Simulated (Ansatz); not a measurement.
HfS$_{2}$ (CdI2 type)

```cif
data_HfS2
_chemical_formula_sum 'Hf1 S2'
_space_group_name_H-M_alt 'P 1'
_space_group_IT_number 1
_cell_length_a 3.60570
_cell_length_b 3.60570
_cell_length_c 5.76763
_cell_angle_alpha 90.000
_cell_angle_beta 90.000
_cell_angle_gamma 120.000
loop_
_space_group_symop_operation_xyz
  'x, y, z'
loop_
_atom_site_label
_atom_site_type_symbol
_atom_site_fract_x
_atom_site_fract_y
_atom_site_fract_z
_atom_site_occupancy
Hf1 Hf 0.00000 0.00000 0.00000 1
S1 S 0.33333 0.66667 0.25252 1
S2 S 0.66667 0.33333 0.74748 1
```

This relaxed cell (volume V₀) is scaled evenly in all directions, its shape held. The atoms relax within the cell's symmetry.

Level of theory: PBE-D3(BJ) (plane waves to 420 eV, PAW, scalar-relativistic; Ansatz, a program for electronic structure). k mesh 11×11×6 (Γ-centred), Fermi-Dirac smearing 0.05 eV. The energy includes the smearing's −TS. Stress and pressure are positive under compression. HfS2 is run without spin polarisation. HfS2 was relaxed with its symmetry unable to fall. Spin-orbit coupling is left out, though Hf is heavy. The zero of ΔE is the relaxed starting cell.

```csv
V (Å³/atom),P (GPa),ΔE (meV/atom)
18.183,…,108
19.049,7.8,…
19.915,…,…
20.781,2.1,5
21.646,0.0,0
22.512,-1.7,5
23.378,-3.0,17
24.244,-4.2,37
25.110,-5.1,62
```

Fill in the missing entries.


- 18.183, P (GPa): 11.6
- 19.049, ΔE (meV/atom): 56
- 19.915, P (GPa): 4.6
- 19.915, ΔE (meV/atom): 23

(Under strain, the slope of the energy per volume gives the stress and its curvature an elastic modulus.)
